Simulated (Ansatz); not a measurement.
Ba₂CdMoO₆ in space group Fm-3m (No. 225; Ba on 8c, Cd on 4b, Mo on 4a, O on 24e), DFT-r²SCAN in the program Ansatz with PAW potentials, all energies at zero smearing, with the estimated change up to a 700 eV cutoff added, with one set of potentials and settings (totals compare only within such a set). Cell of 10 atoms (2 Ba, 1 Cd, 1 Mo, 6 O): -28585.868 eV.

```csv
element,reference phase,E (eV/atom)
Ba,"Im-3m, 1 atoms in the cell",-5964.4614
Cd,"P6_3/mmc, 2 atoms in the cell",-8268.1834
Mo,"Im-3m, 1 atoms in the cell",-4967.5975
O,"C2/m, 4 atoms in the cell, spin-polarised",-566.0281
```

Formation energy per atom, worked out: (-28585.868 − 2×(-5964.4614) − 1×(-8268.1834) − 1×(-4967.5975) − 6×(-566.0281))/10 = -2.500 eV/atom (-241 kJ per mol of atoms), at 0 K, without zero-point energy or fitted corrections.

The workflow started from a Materials Project entry (that database holds measured and hypothetical structures alike); the Crystallography Open Database copy checked does not list it. Whether it is the stable phase at ambient conditions was not checked. The cell was relaxed with r²SCAN under the symmetry of its start; whether a distortion lowers the energy is not shown. The run is not spin-polarised. No Hubbard U is applied. The references are the lowest solids computed at this level, not always the standard phases (solids in place of the gases). Scalar-relativistic: spin–orbit coupling is off unless named, which matters more the heavier the elements.

Potentials: the later of the program's two PAW sets.
